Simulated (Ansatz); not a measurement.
Here is the system:

Starting cell, Ge (space group P4_32_12):

```
CELL_PARAMETERS angstrom
      5.87865     0.00000     0.00000
      0.00000     5.87865     0.00000
      0.00000     0.00000     6.89847
ATOMIC_POSITIONS crystal
  Ge 0.08823 0.08823 0.00000
  Ge 0.41177 0.58823 0.75000
  Ge 0.91177 0.91177 0.50000
  Ge 0.58823 0.41177 0.25000
  Ge 0.17202 0.36996 0.25632
  Ge 0.13004 0.67202 0.00632
  Ge 0.82798 0.63004 0.75632
  Ge 0.86996 0.32798 0.50632
  Ge 0.67202 0.13004 0.99368
  Ge 0.63004 0.82798 0.24368
  Ge 0.32798 0.86996 0.49368
  Ge 0.36996 0.17202 0.74368
```

A phonon eigenvector at Γ is frozen into this cell: atom i moves by Q times the vector below, so Q is the largest atomic displacement, in Å. The cell is held. It is one choice among 2 degenerate patterns.

| atom | x | y | z |
|---|---|---|---|
| Ge1 | -0.508 | 0.795 | 0.332 |
| Ge2 | 0.508 | 0.795 | -0.332 |
| Ge3 | -0.508 | 0.795 | -0.332 |
| Ge4 | 0.508 | 0.795 | 0.332 |
| Ge5 | -0.677 | -0.007 | -0.254 |
| Ge6 | 0.134 | -0.788 | 0.491 |
| Ge7 | -0.677 | -0.007 | 0.254 |
| Ge8 | 0.134 | -0.788 | -0.491 |
| Ge9 | 0.677 | -0.007 | -0.254 |
| Ge10 | -0.134 | -0.788 | 0.491 |
| Ge11 | 0.677 | -0.007 | 0.254 |
| Ge12 | -0.134 | -0.788 | -0.491 |

Level of theory: LDA (plane waves to 420 eV, PAW, scalar-relativistic; Ansatz, a program for electronic structure). k mesh 5×5×4 (Γ-centred), Fermi-Dirac smearing 0.05 eV. The energy includes the smearing's −TS. Ge was relaxed with its symmetry unable to fall. This is one of several known forms of Ge; the measured ambient cells at hand have space group No. 227. The zero of ΔE is the undisplaced structure.

The scan covers Q from -0.100 to 0.100 Å in 13 points.

### Question
Which space group does the distorted structure have?

### Answer
P2_1 (No. 4), lowered from P4_32_12.

### Question
Is the energy the same for equal positive and negative displacements?

### Answer
Even: the same for both signs.

### Question
Is this a single well or a double well?

### Answer
A single well with its minimum at or next to zero displacement.

### Question
What is the energy change at Q = 0.100 Å?

### Answer
963 meV/cell.

### Question
What harmonic wavenumber does the curvature at Q = 0 give?

### Answer
273 cm⁻¹.

(For displaced atoms, the force is minus the slope of the energy, and its curvature is a force constant, which sets phonon frequencies.)
